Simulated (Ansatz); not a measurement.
**Structure optimisation: cobalt, dhcp**

Theory: DFT, m-r2SCAN, plane waves (500 eV) with PAW, scalar-relativistic in Ansatz. (PAW data from PBE, frozen cores regenerated.)

k-point mesh 14×14×4, Fermi-Dirac smearing 0.05 eV, starting moments 1.70 ×2, -1.70 ×2 μB. Cell and atoms relax.

Starting structure:

```cif
data_structure
_symmetry_space_group_name_H-M 'P 1'
_symmetry_Int_Tables_number 1
_cell_length_a 2.5019
_cell_length_b 2.5019
_cell_length_c 8.1712
_cell_angle_alpha 90.000
_cell_angle_beta 90.000
_cell_angle_gamma 120.000
_cell_volume 44.29
loop_
_atom_site_label
_atom_site_type_symbol
_atom_site_fract_x
_atom_site_fract_y
_atom_site_fract_z
_atom_site_occupancy
Co1 Co 0.00000 0.00000 0.00000 1
Co2 Co 0.00000 0.00000 0.50000 1
Co3 Co 0.33333 0.66667 0.25000 1
Co4 Co 0.66667 0.33333 0.75000 1
```

Question: The pressure at the start is -12.1 GPa. By how much does the volume change?

Answer: From 11.07 to 10.43 Å³ per atom, -5.8 %. The final cell has a = 2.459 Å, c = 7.970 Å (c/a = 3.242).

Question: How much energy does the relaxation gain?

Answer: 26.5 meV per atom.

Question: Which magnetic state does it end in?

Answer: ferromagnetic, net 1.57 μB per atom; moments 1.64 ×2, 1.62 ×2 μB.

m-r²SCAN is r²SCAN on the gauge-invariant kinetic-energy density; without spin polarisation the two are equal.
